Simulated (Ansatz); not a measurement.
Given:

MgZn$_{3}$O$_{4}$:
```
CELL_PARAMETERS angstrom
      6.48653     0.00000     0.00000
     -3.24326     5.61750     0.00000
      0.00000     0.00000     5.18716
ATOMIC_POSITIONS crystal
  Mg 0.66667 0.33333 0.00124
  O  0.66667 0.33333 0.38209
  Zn 0.83424 0.16576 0.50102
  O  0.83263 0.16737 0.88321
  Zn 0.66848 0.83424 0.00102
  O  0.66526 0.83263 0.38321
  Zn 0.83424 0.66848 0.50102
  O  0.83263 0.66526 0.88321
  Zn 0.16576 0.33152 0.00102
  O  0.16737 0.33474 0.38321
  Zn 0.33152 0.16576 0.50102
  O  0.33474 0.16737 0.88321
  Zn 0.16576 0.83424 0.00102
  O  0.16737 0.83263 0.38321
  Mg 0.33333 0.66667 0.50124
  O  0.33333 0.66667 0.88209
```

This is the r²SCAN-relaxed structure. Tensor components refer to the Cartesian frame of this cell.

### Question
All from r²SCAN in the plane-wave PAW code Ansatz, unless another level is named. Predict the HSE06 gap on the r²SCAN cell.

### Answer
3.19 eV.

### Question
Predict the electron effective mass.

### Answer
0.25 mₑ (isotropic).

### Question
What about the hole effective mass, band 1 of 2 at the edge?

### Answer
3.8 along x, 3.6 along z (mₑ).

### Question
Next, the formation energy from the elements (no fitted shifts)?

### Answer
-1.92 eV/atom.

### Question
What about the valence-band maximum?

### Answer
at Γ.

Space group P6_3mc. The start of the workflow was typed in or built on a structure type; neither database checked (COD, Materials Project) lists it. Its standing as an ambient phase is unchecked. The cell was relaxed with r²SCAN under the symmetry of its start; its stability against distortions is not shown here. The references are the lowest solids computed at this level, not always the standard phases (solids in place of the gases).

Potentials: the earlier of the program's two PAW sets.
